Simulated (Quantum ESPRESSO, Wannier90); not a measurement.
Tight-binding from DFT: RuO2 (rutile)

```
begin unit_cell_cart
ang
    4.4825000000    0.0000000000    0.0000000000
    0.0000000000    4.4825000000    0.0000000000
    0.0000000000    0.0000000000    3.1113400000
end unit_cell_cart
begin atoms_frac
Ru   0.5000000000  0.5000000000  0.5000000000
Ru   0.0000000000  0.0000000000  0.0000000000
O   -0.1945600000  0.1945600000  0.5000000000
O    0.1945600000 -0.1945600000  0.5000000000
O    0.3054400000  0.3054400000  0.0000000000
O   -0.3054400000 -0.3054400000  0.0000000000
end atoms_frac
```

Materials Project entry mp-825; symmetrised, unrelaxed at this level. COD (Crystallography Open Database) has an entry of this formula and space group (matched by these alone). Method: PBEsol plane waves in Quantum ESPRESSO 7.5 (PseudoDojo norm-conserving files, 68 Ry, no spin polarisation, no spin-orbit coupling), Bloch states on a 6×6×8 mesh through Γ, Wannier90 4.0.1. Density: 8×8×10 mesh, cold smearing 0.01 Ry.

A tight-binding model is made by disentanglement and projection with no localisation steps (num_iter = 0), so the 22 orbitals stay atom-like: hydrogen-like Ru: d; O: p, axes along x, y, z; frozen window up to 1.50 eV relative to the Fermi level. It follows pw.x to 0.2 meV rms for states up to 1.0 eV relative to the Fermi level. Matrix elements depend on this choice of orbitals and windows.

Task: What are the on-site energies relative to the Fermi level, and how fast do the hoppings decay?

Result: 
| atom | orbitals | energy (eV) |
|---|---|---|
| Ru1 | dz2 | -0.71 |
| Ru1 | dxz dyz | -0.64 |
| Ru1 | dx2-y2 | -1.54 |
| Ru1 | dxy | -0.26 |
| Ru2 | dz2 | -0.71 |
| Ru2 | dxz dyz | -0.64 |
| Ru2 | dx2-y2 | -1.54 |
| Ru2 | dxy | -0.26 |
| O3 | pz | -3.63 |
| O3 | px py | -3.47 |
| O4 | pz | -3.63 |
| O4 | px py | -3.47 |
| O5 | pz | -3.63 |
| O5 | px py | -3.47 |
| O6 | pz | -3.63 |
| O6 | px py | -3.47 |

```tsv
distance of the centres (Å)	largest modulus (eV)
1–2	1.7
2–3	0.52
3–4	0.41
4–5	0.029
5–6	0.017
6–7	0.012
7–8	0.0047
8–9	0.0027
9–10	0.00097
10–11	0.0013
11–12	0.00044
```
